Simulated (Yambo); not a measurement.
G0W0@PBEsol for Cs2WO2F4 (space group C2/m, No. 12) in Yambo (2×2×2 mesh, 8 Ry block, plasmon pole, screening fixed), without a terminator:

```csv
bands N in G,"gap (0, -0.5, -0.5) → (-0.5, -0.5, 0) (eV)",shift of the valence edge (eV)
121,5.631,-0.583
206,5.574,-0.885
320,5.522,-1.047
```

**Question.** Extrapolate both columns to infinite N with E(N) = E∞ + A/N, test the form, and compare with the terminator.

**Answer.** From two points, E∞ = (N2 E2 − N1 E1)/(N2 − N1). The two largest N give 5.43 eV for the gap and -1.34 eV for the shift; the two smallest give 5.49 eV and -1.31 eV. For the gap the slopes A are 17 and 30 eV: the form isn't reached, and its limit is uncertain. For the shift the slopes A are 89 and 94 eV: the 1/N form holds. With the Bruneval-Gonze terminator and 320 bands the run gives 5.49 eV and -1.24 eV, 0.06 eV and 0.10 eV from the extrapolated values: the terminator too is an estimate of the remainder. Block, mesh and the bands in W are held fixed.

Spin-orbit coupling is not included.

Geometry of the Materials Project entry, not relaxed at this level; primitive cell a = b = 6.3426 Å, c = 4.9703 Å, α = β = 91.21°, γ = 58.62°.

The structure is a Materials Project entry; no match was found in the copy of COD used, and its stability was not checked.

A shift is the quasiparticle energy of the state minus its PBEsol energy.
